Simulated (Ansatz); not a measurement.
Input, command and steps of an Ansatz relaxation.

```yaml
crystal:
  lattice:
    - [4.3116287065, 0.0, 0.0]
    - [-2.1558143532, 3.7339799915, 0.0]
    - [0.0, 0.0, 5.3737265113]
  atoms:
    - { symbol: Te, position: [0.6666666667, 0.3333333333, 0.2829520215] }
    - { symbol: Te, position: [0.3333333333, 0.6666666667, 0.7170479785] }
    - { symbol: Au, position: [0.0, 0.0, 0.0] }
basis:
  ecutwfc: 500
kpoints:
  mp_grid: { grid: [12, 12, 8] }
hamiltonian:
  xc: r2scan
scf:
  occupations: { method: gaussian, width: 0.1 }
output:
  forces: true
  stress: true
  eigenvalues: true
relax:
  adjacent_minimum: "off"
  f_tol: 0.01
  max_steps: 30
  cell: { stress_tol: 0.1, fix: [volume] }
```

```bash
ansatz run input.yaml --threads 1 --pin off --max-ram 2560MiB --backend cpu --events-out ev --progress --plain --runs-dir out
```

Theory: DFT r2SCAN, scalar-relativistic, plane waves, PAW in Ansatz.

The volume is held at 1.1 times that of the relaxed cell.

Of 4 frames 3 are shown, positions in Å and forces in eV/Å; the SCF threshold varies from step to step. Steps run on the plane waves of an earlier cell, with a Pulay correction in the pressure. The basis is chosen afresh for the last frame, the zero of the energies, and at times for earlier ones too; energy and pressure step there, also at an unchanged geometry.

```xyz
3
Lattice="4.3116 0.0000 0.0000 -2.1558 3.7340 0.0000 0.0000 0.0000 5.3737" Properties=species:S:1:pos:R:3:forces:R:3 pbc="T T T" step=1 free_energy_over_end_meV_per_atom=1.19 pressure_GPa=-5.54
Te    2.1558    1.2447    1.5205    0.0000    0.0000   -0.1242
Te    0.0000    2.4893    3.8532    0.0000    0.0000    0.1242
Au    0.0000    0.0000    0.0000    0.0000    0.0000    0.0000
3
Lattice="4.3079 0.0000 0.0000 -2.1540 3.7308 0.0000 0.0000 0.0000 5.3830" Properties=species:S:1:pos:R:3:forces:R:3 pbc="T T T" step=2 free_energy_over_end_meV_per_atom=0.20 pressure_GPa=-5.10
Te    2.1540    1.2436    1.4908    0.0000    0.0000    0.0388
Te    0.0000    2.4872    3.8922    0.0000    0.0000   -0.0388
Au    0.0000    0.0000    0.0000    0.0000    0.0000    0.0000
3
Lattice="4.3006 0.0000 0.0000 -2.1503 3.7244 0.0000 0.0000 0.0000 5.4014" Properties=species:S:1:pos:R:3:forces:R:3 pbc="T T T" step=4 free_energy_over_end_meV_per_atom=0.00 pressure_GPa=-5.17
Te    2.1503    1.2415    1.5022    0.0000    0.0000    0.0005
Te    0.0000    2.4829    3.8992    0.0000    0.0000   -0.0005
Au    0.0000    0.0000    0.0000    0.0000    0.0000    0.0000
```

The run took 110 s on 1 thread of Intel(R) Xeon(R) Platinum 8488C (Sapphire Rapids), on a shared host, peak memory 0.82 GiB.

Spin–orbit coupling is left out, which can shift energies with elements as heavy as these.